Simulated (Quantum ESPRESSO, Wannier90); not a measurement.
Wannierisation of WS2 (P6₃/mmc, 2Hc stacking as in molybdenite)

```
CELL_PARAMETERS angstrom
      3.18422     0.00000     0.00000
     -1.59211     2.75762     0.00000
      0.00000     0.00000    12.97828
ATOMIC_POSITIONS crystal
  W  0.33333 0.66667 0.25000
  W  0.66667 0.33333 0.75000
  S  0.33333 0.66667 0.62980
  S  0.66667 0.33333 0.37020
  S  0.66667 0.33333 0.12980
  S  0.33333 0.66667 0.87020
```

Structure: Materials Project mp-224, symmetrised, not relaxed again. COD (Crystallography Open Database) has the formula in 2 space groups, this one among them (matched by group alone). Level: PBEsol, no spin polarisation, no spin-orbit coupling; pw.x of Quantum ESPRESSO at 60 Ry with PseudoDojo potentials, 6×6×4 k-points, Wannier90. Density: 12×12×4 mesh, cold smearing 0.01 Ry. The cell is built of weakly bound layers, chains or molecules, whose nearest atoms lie 3.84 Å apart. Database cells relaxed without dispersion often hold them too far apart, which can enlarge gaps and weakens couplings between them; spacing and stacking were not compared with the measured crystal. Spin-orbit coupling is left out although heavy elements are present.

postw90 (berry_task = kubo; independent particles, width 0.1 eV, no gap correction, excitons or local fields) prints σ_xx for one spin direction:

```json
[
 {"ħω (eV)": "0.10", "Re σ (S/cm)": "0", "Im σ (S/cm)": "-76"},
 {"ħω (eV)": "2.20", "Re σ (S/cm)": "867", "Im σ (S/cm)": "-2520"},
 {"ħω (eV)": "3.10", "Re σ (S/cm)": "4430", "Im σ (S/cm)": "-1340"}
]
```

Problem. Work out the dielectric function, refractive index, reflectivity and absorption coefficient at these energies.

Solution. ε = 1 + iσ/(ε0 ω), so ε₂ = Re σ/(ε0 ω) and ε₁ = 1 − Im σ/(ε0 ω); ε0 ω = 134.5 S/cm × ħω in eV, and σ is doubled for both spins.
- 0.10 eV: ε₁ = 12.3, ε₂ = 0.0; n + ik = √ε = 3.51 + 0.00i; R = 31 %
- 2.20 eV: ε₁ = 18.0, ε₂ = 5.9; n + ik = √ε = 4.30 + 0.68i; R = 40 %; α = 2ωk/c = 150000 cm⁻¹
- 3.10 eV: ε₁ = 7.4, ε₂ = 21.2; n + ik = √ε = 3.87 + 2.75i; R = 50 %; α = 2ωk/c = 860000 cm⁻¹
The model holds its own bands alone, so ε₁ lacks the part of higher transitions, and near sharp peaks it hangs on the broadening.
